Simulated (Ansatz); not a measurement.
## Structures of RbH2: which is lowest?

Plane-wave DFT in Ansatz with scalar-relativistic PAW potentials, cutoff 420 eV, Γ-centred meshes chosen by cell and gap, Gaussian smearing with energies taken to zero width. Every cell was relaxed (cell and atoms) in a run of its own, within the symmetry of its start. Functional: PBE.

Relaxed structures (starts from databases or built by putting these elements on another compound's sites):
A. P6_3/mmc, 6 atoms in the computed cell, a = 5.435 Å, c = 9.100 Å; sites (symmetry × multiplicity) Rb -6m2 × 2, H 3m. × 4; start: built
B. R-3m, 3 atoms in the computed cell, a = 4.035 Å, c = 13.449 Å; sites (symmetry × multiplicity) Rb -3m × 3, H 3m × 6; start: built
C. P3_121, 9 atoms in the computed cell, a = 7.633 Å, c = 7.344 Å; sites (symmetry × multiplicity) Rb .2. × 3, H 1 × 6; start: built

Q: Rank them by energy. Could pressure change the order?

A:
| structure | group | E − E(lowest) (meV/atom) | V (Å³/atom) | gap on mesh (eV) |
| --- | --- | --- | --- | --- |
| C | P3_121 | 0.0 | 41.17 | 0.00 |
| A | P6_3/mmc | 17.0 | 38.80 | 0.00 |
| B | R-3m | 561 | 21.07 | 0.00 |

C is lowest, 17 meV/atom under A. A is denser by 2.37 Å³/atom, so pressure favours it: ΔE/ΔV, with ΔE in eV and 1 eV/Å³ = 160.2 GPa, gives about 1.1 GPa for equal enthalpy if both cells were rigid, a rough figure since the two compress differently. Other structures may lie lower than all of these, and vibrations aren't counted.